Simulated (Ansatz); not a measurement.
BiPt:
```yaml
crystal:
  lattice:
    - [4.36184, 0.00000, 0.00000]
    - [-2.18092, 3.77747, 0.00000]
    - [0.00000, 0.00000, 5.48668]
  atoms:
    - { symbol: Bi, position: [0.33333, 0.66667, 0.25000] }
    - { symbol: Bi, position: [0.66667, 0.33333, 0.75000] }
    - { symbol: Pt, position: [0.00000, 0.00000, 0.50000] }
    - { symbol: Pt, position: [0.00000, 0.00000, 0.00000] }
```

Relaxed with PBEsol. Special points in fractions of this cell's reciprocal vectors: Γ (0.000, 0.000, 0.000); M (0.500, 0.000, 0.000); K (0.333, 0.333, 0.000); A (0.000, 0.000, 0.500); L (0.500, 0.000, 0.500); H (0.333, 0.333, 0.500).

### Question
List the band energies nearest the Fermi level at these points for plane-wave PAW PBEsol (Ansatz code).

### Answer
In eV from the Fermi level; about four levels below and three above (degenerate sets whole), none deeper than 8.9 eV; points with the same levels are listed once.

```json
[
 {"k": "Γ", "below": "-2.90 -2.90 -1.62 -1.62", "above": "0.23 0.23 1.11"},
 {"k": "M", "below": "-2.29 -1.72 -1.59 -1.43", "above": "2.23 4.17 4.17"},
 {"k": "K", "below": "-1.66 -1.66 -1.52 -0.20 -0.20", "above": "0.32 0.32 3.39"},
 {"k": "A", "below": "-3.08 -3.08 -3.08 -3.08 -1.70 -1.70", "above": "2.40 2.40 2.40 2.40"},
 {"k": "L", "below": "-2.81 -2.81 -2.67 -2.67", "above": "0.63 0.63 1.17 1.17"},
 {"k": "H", "below": "-2.08 -2.08 -1.50 -1.50", "above": "4.55 4.55 5.62 5.62"}
]
```

Space group P6_3/mmc (NiAs type). The workflow started from a Materials Project entry (that database holds measured and hypothetical structures alike); the Crystallography Open Database files this formula in space group No. 194, but the cells were not matched. Whether it is the stable phase at ambient conditions was not checked. Symmetry was held in the PBEsol relaxation; of distortions, only those at the zone centre were tested. No spin polarisation was allowed. Scalar-relativistic: spin–orbit coupling is off unless named, which matters more the heavier the elements.

Potentials: the later of the program's two PAW sets.
